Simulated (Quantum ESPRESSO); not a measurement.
Sn2Hf3LiY2, different elements on one site, starting from this cell

Simulated, not a measurement. The program is pw.x of Quantum ESPRESSO 7.5 (plane-wave density functional theory). The cell is made up: eight metal atoms on a hexagonal close-packed lattice, with elements, volume, strain and displacements drawn at random and not relaxed, so it may be unstable or far from any real phase. PseudoDojo standard norm-conserving files set the functional (PBE unless stated); there is no spin polarisation or spin-orbit coupling, the Fermi-Dirac width of 0.25 eV means electrons at about 2900 K, and the masses in the input are unused placeholders. The tin pseudopotential is less sure than most, with forces differing by about three percent from a second method on plain tin. Heavy elements are run without spin-orbit coupling, which real alloys of them have. A spin test at this wide smearing found no moment, but such smearing suppresses magnetism that the real alloy may have.

The runs put different elements on site 7. Cell, positions, cutoff, mesh and smearing stay as in the input of run 1; sites are counted in its order. Stress in the tables is positive in tension.

Input of run 1:

```
&control calculation='scf', pseudo_dir='./dojo.nc.sr.pbe.v0_5.standard.upf', outdir='./o', disk_io='minimal', tprnfor=.true., tstress=.true. /
&system ibrav=0, nat=8, ntyp=4, nbnd=61, ecutwfc=79.96652505, nosym=.true., tot_charge=0,
 occupations='smearing', smearing='fd', degauss=0.0183746611
/
&electrons conv_thr=1.470e-08, electron_maxstep=70, mixing_beta=0.5 /
ATOMIC_SPECIES
Hf 1.0 Hf.upf
Li 1.0 Li.upf
Sn 1.0 Sn.upf
Y 1.0 Y.upf
CELL_PARAMETERS angstrom
4.8593 -2.8657 0.0243
-3.243 0.0397 -5.3741
3.1906 5.6466 -0.01
ATOMIC_POSITIONS angstrom
Sn -0.0168 -0.0178 0.0315
Hf 1.591 2.8239 0.0026
Hf 0.107 1.828 -2.6506
Li 1.5448 4.7321 -2.6645
Y 3.2471 -0.069 0.0191
Hf 4.7928 2.8094 -0.0242
Sn 1.5984 -0.9242 -2.6845
Y 3.212 1.8426 -2.7237
K_POINTS automatic
5 5 4 1 1 1
```

```
run  elements on sites 1 to 8  -TS (eV)  pressure (GPa)  stress xx (GPa)  stress yy (GPa)  stress zz (GPa)  stress yz (GPa)  stress xz (GPa)  stress xy (GPa)  iterations
  1     Sn Hf Hf Li Y Hf Sn Y    -1.641           -0.86             1.21             1.24             0.14            -0.93             1.29            -1.53          13
  2     Sn Hf Hf Li Y Hf Ga Y    -1.703           -2.88             2.80             3.28             2.57            -0.66             1.20            -1.16          13
  3     Sn Hf Hf Li Y Hf In Y    -1.690           -0.73             1.13             0.76             0.29            -0.44             0.98            -1.45          13
  4     Sn Hf Hf Li Y Hf Li Y    -1.778           -1.63             1.18             1.54             2.16             0.06             0.62            -0.84          13
  5     Sn Hf Hf Li Y Hf Ta Y    -1.917           -3.39             2.54             2.86             4.78            -0.76            -0.30            -1.01          16
```

Forces Fx Fy Fz (eV/Å):

| site | run 1 | run 2 | run 3 | run 4 | run 5 |
| --- | --- | --- | --- | --- | --- |
| 1 | -0.05 -0.11 -0.40 | 0.05 -0.08 -0.39 | -0.02 -0.13 -0.38 | 0.11 -0.16 -0.50 | 0.15 -0.09 -0.41 |
| 2 | 0.22 -0.04 -0.06 | 0.17 -0.11 0.09 | 0.28 -0.04 -0.10 | 0.46 -0.12 -0.10 | 0.16 -0.09 0.23 |
| 3 | -0.22 0.14 0.00 | -0.24 -0.11 -0.06 | -0.27 0.20 -0.06 | -0.32 0.32 -0.11 | -0.87 -0.46 -0.04 |
| 4 | 0.14 -0.03 0.02 | 0.16 0.02 0.04 | 0.13 -0.01 0.04 | 0.10 -0.02 0.07 | 0.15 0.11 0.06 |
| 5 | -0.18 0.08 0.42 | -0.20 -0.06 0.38 | -0.22 0.09 0.35 | -0.34 0.12 0.13 | -0.38 -0.02 0.39 |
| 6 | -0.64 0.04 0.09 | -0.61 0.11 0.07 | -0.60 0.00 0.25 | -0.50 -0.16 0.73 | -0.27 0.45 -0.26 |
| 7 | 0.27 -0.41 0.20 | 0.25 -0.10 0.13 | 0.24 -0.44 0.17 | 0.07 -0.25 0.05 | 0.41 0.03 0.31 |
| 8 | 0.46 0.33 -0.27 | 0.43 0.32 -0.26 | 0.46 0.33 -0.27 | 0.43 0.27 -0.26 | 0.65 0.07 -0.27 |

Energies are left out, as each element's file has its own zero. A rerun of one cell of this series at a higher cutoff and on a denser mesh moved values by no more than 0.002 eV in energy, 0.02 GPa in stress and 0.003 eV/Å in force, and a second program with other atomic files agreed on that cell to 2 % rms in force and 0.5 GPa in pressure.